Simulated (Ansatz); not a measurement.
Space group P4/nmm:1 (No. 129). a = 4.093 Å, b = 4.093 Å, c = 8.794 Å, α = 90.00°, β = 90.00°, γ = 90.00°
```csv
atom,site,symmetry,x,y,z
Zr,2c,4mm,0.5000,0.0000,0.2636
Sn,2a,-4m2,0.0000,0.0000,0.0000
Te,2c,4mm,0.5000,0.0000,0.6198
```

Equation of state of this ZrSnTe structure (not necessarily the ground state), with shape and atoms relaxed at each volume where symmetry leaves them free. It has no gap at any of these volumes. Method: DFT r2SCAN, scalar-relativistic, plane waves, PAW in Ansatz.

Cutoff 500 eV; k points 10×10×4 on the computed 6-atom cell (Γ-centred); Gaussian smearing, width 0.10 eV; no spin polarisation.

| V (Å³/atom) | E − E(largest V) (meV/atom) | P (GPa) |
| --- | --- | --- |
| 23.078 | 5.21 | 6.25 |
| 23.814 | -15.49 | 2.86 |
| 24.551 | -21.84 | 0.00 |
| 25.288 | -16.05 | -2.43 |
| 26.024 | 0.00 | -4.47 |

Question: Fit a third-order Birch–Murnaghan equation to E(V).

Answer: V0 = 24.55 Å³/atom, B0 = 88 GPa, B0' = 4.6.

Spin-orbit coupling is left out, which matters for the bands of heavy elements.

Cost: 5 runs of about 22 core-minutes in all, on Arm Neoverse V1 (shared hosts).